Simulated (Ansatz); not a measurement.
RuW:
```cif
data_Ru4W4
_chemical_formula_sum 'Ru4 W4'
_space_group_name_H-M_alt 'Fm-3m'
_space_group_IT_number 225
_space_group_name_Hall '-F 4 2 3'
_cell_length_a 5.07470
_cell_length_b 5.07470
_cell_length_c 5.07470
_cell_angle_alpha 90.000
_cell_angle_beta 90.000
_cell_angle_gamma 90.000
loop_
_atom_site_label
_atom_site_type_symbol
_atom_site_symmetry_multiplicity
_atom_site_Wyckoff_symbol
_atom_site_fract_x
_atom_site_fract_y
_atom_site_fract_z
_atom_site_occupancy
Ru1 Ru 4 a 0.00000 0.00000 0.00000 1
W1 W 4 b 0.50000 0.50000 0.50000 1
```
(The calculation used a cell of 2 atoms; values per cell refer to that cell.)

Relaxed with PBEsol.

Which orbitals make up the states near the Fermi level in the program Ansatz at the PBEsol level (PAW)?

Within 0.5 eV of the Fermi level: W 5d 57 %, Ru 4d 31 %. Projections are on Löwdin-orthogonalised atomic valence shells; empty p or d shells of many metals are not among them.

Tabulate the density of states.

States/eV per cell of 2 atoms, in 0.25 eV bins, energy from the Fermi level.

```csv
E (eV),total,Ru 4d,W 5d,W 6s
-7.85,0.11,0.00,0.00,0.05
-7.60,0.14,0.00,0.00,0.06
-7.35,0.17,0.00,0.00,0.08
-7.10,0.21,0.01,0.01,0.09
-6.85,0.24,0.01,0.01,0.10
-6.60,0.29,0.02,0.02,0.12
-6.35,0.50,0.11,0.11,0.14
-6.10,0.83,0.28,0.25,0.15
-5.85,1.10,0.40,0.36,0.18
-5.60,1.41,0.54,0.48,0.21
-5.35,1.96,0.82,0.68,0.26
-5.10,3.15,1.42,1.12,0.37
-4.85,3.69,1.74,1.37,0.39
-4.60,3.07,1.77,0.95,0.16
-4.35,2.80,1.69,0.85,0.10
-4.10,2.24,1.35,0.81,0.03
-3.85,3.26,1.86,1.24,0.04
-3.60,2.71,1.43,1.11,0.02
-3.35,2.25,1.31,0.81,0.02
-3.10,2.45,1.55,0.74,0.03
-2.85,3.23,2.20,0.80,0.04
-2.60,2.00,1.17,0.67,0.03
-2.35,2.13,1.06,0.90,0.05
-2.10,2.43,1.16,1.05,0.07
-1.85,2.40,1.39,0.80,0.04
-1.60,1.50,1.20,0.24,0.01
-1.35,2.14,1.59,0.44,0.04
-1.10,2.31,1.41,0.73,0.09
-0.85,1.35,0.51,0.68,0.08
-0.60,1.24,0.47,0.60,0.06
-0.35,1.35,0.50,0.65,0.05
-0.10,1.42,0.48,0.75,0.04
0.15,1.54,0.46,0.91,0.03
0.40,1.64,0.39,1.12,0.02
0.65,2.16,0.46,1.55,0.02
0.90,3.74,1.00,2.35,0.07
1.15,3.62,0.96,2.27,0.08
1.40,3.18,0.84,1.95,0.13
1.65,2.73,0.79,1.57,0.11
1.90,2.32,0.70,1.29,0.11
2.15,2.13,0.66,1.14,0.13
2.40,2.10,0.64,1.07,0.14
2.65,2.10,0.64,1.01,0.13
2.90,1.87,0.59,0.87,0.12
3.15,1.01,0.25,0.41,0.12
3.40,0.78,0.14,0.27,0.14
3.65,0.88,0.14,0.27,0.14
3.90,0.79,0.13,0.23,0.12
4.15,0.74,0.12,0.20,0.10
4.40,0.70,0.11,0.18,0.10
4.65,0.67,0.10,0.17,0.09
```

The start of the workflow was typed in or built on a structure type; neither database checked (COD, Materials Project) lists it. Its standing as an ambient phase is unchecked. The PBEsol relaxation kept the symmetry of its start; its stability against distortions is not shown here. No spin polarisation was allowed. Its formation energy is positive at this level, so the cell may be metastable or incomplete. Spin–orbit coupling is left out wherever it is not named.

Potentials: the later of the program's two PAW sets.
